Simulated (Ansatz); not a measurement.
A geometry of TiO2 away from equilibrium: step 19 of the relaxation of a relaxed TiO2 cell with every coordinate shifted by Gaussian noise of σ = 0.45 Å. Computed with r2SCAN (plane waves to 500 eV, PAW, scalar-relativistic; Ansatz, a program for electronic structure). Γ-centred k-mesh 7×7×9 on the run's cell (coarser than for final values), Fermi–Dirac smearing 0.05 eV.

```xyz
6
Lattice="-2.5001 1.7202 5.5242 1.9905 -1.2931 5.1551 2.8849 1.6779 -5.3558" Properties=species:S:1:pos:R:3:forces:R:3 pbc="T T T" free_energy=-7291.881 pressure_GPa=2.7
Ti     0.7809    -0.6363     4.2262   -0.0070   -0.0099    0.0129
Ti     2.6802     0.8062     2.3424    0.0067    0.0100   -0.0130
O     -0.7065    -0.1061     3.3839    0.0000   -0.0006    0.0005
O      3.1716     0.9235     0.6059    0.0004    0.0001    0.0001
O      1.7551     0.9300     4.2536   -0.0086    0.0096    0.0070
O     -0.7936     0.9595     7.8401    0.0085   -0.0092   -0.0074
```

Positions in Å, forces in eV/Å, free energy of the cell in eV (comparable only within this code, potentials and settings). Largest force: 0.02 eV/Å, on Ti1, Ti2 (atoms numbered as listed); the geometry lies 0.06 eV/atom above the end of its relaxation.

No spin polarisation in the result.

The first start was generated by placing the elements on the sites of a structure type. Materials Project lists a structure of TiO2 in the same space group, Imma (No. 74); the sites were not compared with it, nor with measured phases. Known forms of TiO2 include space group No. 61, 136, 141.
